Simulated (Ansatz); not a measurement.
Sc (fcc, Cu type)

```
Sc
1.0
    0.00000     2.27638     2.27638
    2.27638     0.00000     2.27638
    2.27638     2.27638     0.00000
Sc
1
Direct
  0.00000   0.00000   0.00000
```

E(V) scan at fixed shape, V₀ the volume above. Symmetry pins the atoms to their sites.

Method: PBEsol (plane waves to 420 eV, PAW, scalar-relativistic; Ansatz, an electronic-structure program). k mesh 18×18×18 (Γ-centred), Fermi-Dirac smearing 0.05 eV. Energies are smeared free energies. Stress and pressure are positive under compression. Sc is run without spin polarisation. Sc was relaxed with its symmetry unable to fall. This is one of several known forms of Sc; the measured ambient cells at hand have space group No. 194. ΔE is measured from the relaxed starting cell. The last digit holds for this mesh only.

| V (Å³/atom) | ΔE (meV/atom) |
|---|---|
| 19.817 | 128.6 |
| 20.761 | 67.9 |
| 21.705 | withheld |
| 22.648 | 6.7 |
| 23.592 | 0.0 |
| 24.536 | 5.9 |
| 25.479 | 22.6 |
| 26.423 | 48.5 |
| 27.367 | 82.0 |

**Question.** Fit a third-order Birch-Murnaghan form (E₀, V₀, B₀, B₀′ free) to the given rows and predict ΔE at V = 21.705.

**Answer.** Least squares on the 8 given rows: ΔE = E₀ + (9V₀B₀/16)·y²·[2 + (B₀′ − 4)y], y = (V₀/V)^(2/3) − 1, with V₀ = 23.593 Å³/atom, B₀ = 53.77 GPa (160.2 GPa = 1 eV/Å³; the term in eV is multiplied by 1000), B₀′ = 3.18, E₀ = -0.05 meV/atom; root-mean-square residual 0.04 meV/atom. At 21.705 the fit gives 28.4 meV/atom; the calculation gives 28.4 meV/atom, the same to the digits shown. For the pressure the fit gives 5.1 GPa against the computed 5.1 GPa.

(A scan under strain: stresses follow from slopes of the energy per volume, elastic moduli from its curvatures.)
